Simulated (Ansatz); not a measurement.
CaSnF₆ in space group R-3 (No. 148; Ca on 3a, Sn on 3b, F on 18f), LDA in the plane-wave PAW code Ansatz. The conduction-band minimum lies at Γ, with 1 equivalent valley. Second derivatives d²E/dk² of the lowest band at one valley (eV·Å²), along Cartesian directions:

```csv
direction,d²E/dk²
[100],10.83
[010],10.83
[001],11.29
[110],10.83
[101],11.06
[011],11.06
```

Question: Find the principal effective masses, the density-of-states mass and the conductivity mass.

Answer: Off-diagonal terms follow from H_xy = H[110] − (H_xx + H_yy)/2, and m*/mₑ = 7.620 eV·Å² over each eigenvalue: 0.67, 0.70, 0.70. One valley's DOS mass (m₁m₂m₃)^(1/3) = 0.69, conductivity mass 3/(Σ 1/mᵢ) = 0.69 mₑ.

Question: What effective density of states Nc follows at 300 K for parabolic valleys?

Answer: Nc = 2.509e19 × 1 × (0.69)^(3/2) ≈ 1.4e19 cm⁻³.

The first step of the workflow began from a Materials Project structure, measured or hypothetical; the Crystallography Open Database copy checked does not list it. Whether it is the stable phase at ambient conditions was not checked. The LDA relaxation kept the symmetry of its start; its stability against distortions is not shown here. Scalar-relativistic: spin–orbit coupling is off unless named, which matters more the heavier the elements.

Potentials: the later of the program's two PAW sets.

Edges and masses are those of Kohn–Sham bands, whose gap is no quasiparticle gap.
